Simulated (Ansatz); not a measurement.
## KTaO3: pressure against volume

KTaO3, Pm-3m, a = 3.990 Å. The structure is a COD entry; whether it is the stable form wasn't checked. Ansatz: r2SCAN, PAW, 500 eV, Γ-centred 6×6×6 mesh on 5 atoms, Gaussian smearing 0.02 eV; no spin polarisation. Symmetry fixes shape and atoms, so the cell is only scaled; pressure is positive in compression.

```tsv
V (Å³/atom)	P (GPa)
11.944	?
12.325	6.81
12.706	0.00
13.087	-5.79
13.468	-10.71
```

Problem. Take V0 = 12.706 Å³/atom, fit the third-order Birch–Murnaghan form to the other rows, and predict the missing pressure.

Solution. With the Eulerian strain f = ½[(V0/V)^(2/3) − 1] and y = P/[3f(1 + 2f)^(5/2)], the form is the line y = B0 + 1.5 B0 (B0′ − 4) f. Rows (f, y): 0.01025, 210.5; -0.00975, 207.9; -0.01904, 206.6. Means f = -0.006180, y = 208.33; Σ(Δf)² = 0.0004481, ΣΔfΔy = 0.05944; the slope is their ratio. y = 209.2 + 132.6 f GPa, so B0 = 209.2 GPa and B0′ = 4 + 2 × (132.6)/(3 × 209.2) = 4.42. At V = 11.944, f = 0.02105, y = 211.99 and P = 14.84 GPa. The run gave 14.82 GPa, so the fit is 0.02 GPa too high, a small miss on the scale of the series. The form still works here, 33 % of the fitted range beyond its end.

Spin–orbit coupling is left out, which can shift energies with elements as heavy as these.

Symmetry holds off the tilts and polar distortions that many cubic perovskites undergo.